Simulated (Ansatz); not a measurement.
A generator proposed this cell of LiBe2.

```
Li Be
1.0
     4.09271    0.00000    0.00000
    -2.04635    3.54439    0.00000
     0.00000    0.00000    2.50883
Li Be
1 2
Cartesian
  2.0464 1.1815 1.2544
  0.0000 0.0000 0.0000
  0.0000 2.3629 1.2544
```

Theory: DFT PBE, scalar-relativistic, plane waves, PAW in Ansatz 0.2.0. Settings: cutoff 420 eV, Γ-centred mesh 6×6×6 on the computed 3-atom cell, Gaussian smearing of 0.10 eV; no spin polarisation.

The zero of energy is the elements' standard structures at the same level; no fitted shifts are applied.

**Question.** What does a single point on this coarse mesh give?

**Answer.** The pressure is -12.5 GPa (the mean over three directions, positive in compression), the largest force is 0.00 eV/Å (symmetry fixes the atoms), and the energy is +0.31 eV/atom against the elements. The shortest distance is 2.36 Å.

**Question.** Is it a good guess?

**Answer.** A fair one: relaxing gains about 0.16 eV/atom (the start's value is from the coarse mesh, so the gain is rough) in 10 ionic steps and ends at +0.15 eV/atom on the finer mesh. The symmetry stays P-6m2 (No. 187). The volume per atom shrinks by 22.6 %, from 12.1 to 9.4 Å³. The shortest distance goes from 2.36 Å (Li–Be) to 2.19 Å (Be–Be and Li–Li). Conventional cell: a = 3.856 Å, c = 2.188 Å. Li is surrounded by 2 Li at 2.19 Å, 3 Be at 2.23 Å and 6 Be at 2.48 Å; Be on its first site has 2 Be at 2.19 Å, 6 Be at 2.48 Å and 6 Li at 2.48 Å; around Be on its second site lie 2 Be at 2.19 Å, 3 Li at 2.23 Å and 6 Be at 2.48 Å.

The last run used a 12×12×20 mesh (in the run's order of axes) for its 3-atom cell and Gaussian smearing of 0.10 eV. The relaxation can't lower the symmetry of the start, and the grade says only how near the guess is to its own end. Symmetry constrained the relaxation, so the result can be a saddle point.
